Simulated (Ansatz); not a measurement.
AgCl (rock salt, Fm-3m), plane-wave PAW r²SCAN (Ansatz code). The conduction-band minimum lies at Γ, with 1 equivalent valley. Second derivatives d²E/dk² of the lowest band at one valley (eV·Å²), along Cartesian directions:

```
direction  d²E/dk²
---------  -------
[100]        26.70
[010]        26.70
[001]        26.70
[110]        26.69
[101]        26.69
[011]        26.69
```

Problem. Find the principal effective masses, the density-of-states mass and the conductivity mass.

Solution. Off-diagonal terms follow from H_xy = H[110] − (H_xx + H_yy)/2, and m*/mₑ = 7.620 eV·Å² over each eigenvalue: 0.29, 0.29, 0.29. One valley's DOS mass (m₁m₂m₃)^(1/3) = 0.29, conductivity mass 3/(Σ 1/mᵢ) = 0.29 mₑ.

Problem. What effective density of states Nc follows at 300 K for parabolic valleys?

Solution. Nc = 2.509e19 × 1 × (0.29)^(3/2) ≈ 3.9e18 cm⁻³.

Problem. With the computed static dielectric constant 10.9 (mean of the diagonal), estimate a hydrogenic donor's binding energy and radius.

Solution. E = 13.606 eV × 0.29/10.9² ≈ 33 meV; a = 0.529 Å × ε/m* ≈ 20 Å. Semilocal masses tend to be too small where the gap is.

Problem. With ε∞ = 4.52 and ω_LO = 180 cm⁻¹, what Fröhlich coupling constant follows?

Solution. α = (1/ε∞ − 1/ε0) √(m* × 13.606 eV/ħω_LO) = 1.7.

The cell was relaxed with r²SCAN under the symmetry of its start; phonons on a q-mesh show no instability. No spin polarisation was allowed. Spin–orbit coupling is left out wherever it is not named.

Potentials: the later of the program's two PAW sets.
